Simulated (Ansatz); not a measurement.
Relaxed-ion elastic tensor of PbO2 (rutile, P4_2/mnm) in GPa (Voigt order), r²SCAN in the plane-wave PAW code Ansatz; density 9.39 g/cm³, 14.10 Å³ per atom.

```
     1    2    3     4     5    6
-  ---  ---  ---  ----  ----  ---
1  152  118  125   0.0   0.0  0.0
2  118  152  125   0.0   0.0  0.0
3  125  125  280   0.0   0.0  0.0
4  0.0  0.0  0.0  48.0   0.0  0.0
5  0.0  0.0  0.0   0.0  48.0  0.0
6  0.0  0.0  0.0   0.0   0.0  146
```

**Question.** Is the crystal mechanically stable?

**Answer.** Yes: the smallest eigenvalue of C is 34.0 GPa.

**Question.** Work out the Voigt, Reuss and Hill averages.

**Answer.** K_V = 147, K_R = 134, K_H = 141; G_V = 62.8, G_R = 39.3, G_H = 51.0 GPa.

**Question.** Give Young's modulus, Poisson's ratio, Pugh's ratio and the universal anisotropy index.

**Answer.** E = 9KG/(3K + G) = 137 GPa; ν = 0.34; K/G = 2.76 (ductile by the Pugh limit of 1.75); A_U = 5G_V/G_R + K_V/K_R − 6 = 3.08.

**Question.** Estimate the sound speeds and the Debye temperature.

**Answer.** v_l = √((K + 4G/3)/ρ) = 4710 m/s, v_t = √(G/ρ) = 2330 m/s, mean 2620 m/s; Θ = (h/k)(3n/4πV)^(1/3) v_m = 322 K.

**Question.** How much does each axis shrink under pressure?

**Answer.** Linear compressibilities β_i = Σ_j S_ij (j = 1 to 3): x 3.5, y 3.5, z 0.45 per TPa.

The cell was relaxed with r²SCAN under the symmetry of its start; of distortions, only those at the zone centre were tested. As this level gives no gap, shear constants depend on the k-mesh and smearing (Fermi–Dirac, 0.1 eV here). Scalar-relativistic: spin–orbit coupling is off unless named, which matters more the heavier the elements.

Potentials: the later of the program's two PAW sets.
